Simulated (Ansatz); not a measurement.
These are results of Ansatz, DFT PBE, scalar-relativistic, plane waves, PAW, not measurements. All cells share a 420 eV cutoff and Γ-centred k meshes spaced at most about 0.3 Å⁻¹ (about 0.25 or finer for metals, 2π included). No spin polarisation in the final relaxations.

Each of these unrelaxed guesses is relaxed in cell and atoms within its symmetry. A guess keeps its type if space group and coordination stay and the shape of the cell changes little (axis ratios within about 15 %, angles within 6°); the volume may change.

1. Ta3TiN4 (collinear spin from parallel moments)

Space group P4/mmm (No. 123). a = 3.343 Å, b = 3.343 Å, c = 9.456 Å, α = 90.00°, β = 90.00°, γ = 90.00°
| atom | site | symmetry | x | y | z |
| --- | --- | --- | --- | --- | --- |
| Ti | 1b | 4/mmm | 0.0000 | 0.0000 | 0.5000 |
| Ta | 1a | 4/mmm | 0.0000 | 0.0000 | 0.0000 |
| Ta | 2h | 4mm | 0.5000 | 0.5000 | 0.2500 |
| N | 2g | 4mm | 0.0000 | 0.0000 | 0.7500 |
| N | 1c | 4/mmm | 0.5000 | 0.5000 | 0.0000 |
| N | 1d | 4/mmm | 0.5000 | 0.5000 | 0.5000 |

2. NbRu3C

Space group P-6m2 (No. 187). a = 4.142 Å, b = 4.142 Å, c = 4.840 Å, α = 90.00°, β = 90.00°, γ = 120.00°
```csv
atom,site,symmetry,x,y,z
Nb,1f,-6m2,0.6667,0.3333,0.5000
Ru,3k,mm2,0.1779,0.8221,0.5000
C,1c,-6m2,0.3333,0.6667,0.0000
```

3. ZnSnN

Space group P4/mmm (No. 123). a = 3.553 Å, b = 3.553 Å, c = 3.748 Å, α = 90.00°, β = 90.00°, γ = 90.00°
| atom | site | symmetry | x | y | z |
| --- | --- | --- | --- | --- | --- |
| Zn | 1d | 4/mmm | 0.5000 | 0.5000 | 0.5000 |
| Sn | 1a | 4/mmm | 0.0000 | 0.0000 | 0.0000 |
| N | 1c | 4/mmm | 0.5000 | 0.5000 | 0.0000 |

4. Sc3SiF

Space group P-62m (No. 189). a = 4.766 Å, b = 4.766 Å, c = 5.012 Å, α = 90.00°, β = 90.00°, γ = 120.00°
```
atom  site  symmetry       x       y       z
  Sc    3f       m2m  0.6290  0.0000  0.0000
  Si    1b      -62m  0.0000  0.0000  0.5000
   F    1a      -62m  0.0000  0.0000  0.0000
```

5. Hf5Te

Space group R-3m:H (No. 166). a = 7.642 Å, b = 7.642 Å, c = 8.993 Å, α = 90.00°, β = 90.00°, γ = 120.00°
| atom | site | symmetry | x | y | z |
| --- | --- | --- | --- | --- | --- |
| Hf | 6c | 3m | 0.0000 | 0.0000 | 0.1450 |
| Hf | 9e | .2/m | 0.1667 | 0.8333 | 0.3333 |
| Te | 3b | -3m | 0.0000 | 0.0000 | 0.5000 |

Question: Which keep their type?

Answer: Guesses 1 and 3 keep their type.

```
guess  kept  start group  end group  V start (Å³/atom)  V end  b/a and c/a, end over start  nearest neighbours start  nearest neighbours end
    1   yes       P4/mmm     P4/mmm               13.2   10.5                   1.00, 1.00           N 6, Ta 6, Ti 6         N 6, Ta 6, Ti 6
    2    no        P-6m2      P-6m2               14.4   14.0                   1.00, 0.44           C 6, Nb 6, Ru 6         C 6, Nb 8, Ru 2
    3   yes       P4/mmm     P4/mmm               15.8   18.3                   1.00, 0.90           N 2, Sn 4, Zn 2         N 2, Sn 4, Zn 2
    4    no        P-62m      P-62m               19.7   24.4                   1.00, 0.64           F 3, Sc 1, Si 2         F 5, Sc 1, Si 2
    5    no         R-3m       R-3m               25.3   23.0                   1.00, 2.01                Hf 4, Te 6           Hf 6/13, Te 6
```

Neighbours count within 15 % of an atom's shortest distance; end groups are read at 0.02 Å (0.05 Å in metals).

These runs have no spin–orbit coupling, which can matter for Hf, Ta and Te. In ZnSnN P4/mmm an odd number of electrons in the primitive cell allows no gap without spin; a larger cell or a magnetic state could open one. A magnetic state wasn't ruled out in cells without spin, among them Hf5Te R-3m. Cells relaxed within their symmetry can be saddle points.

In counts of neighbours, a slash parts the counts of unlike sites.
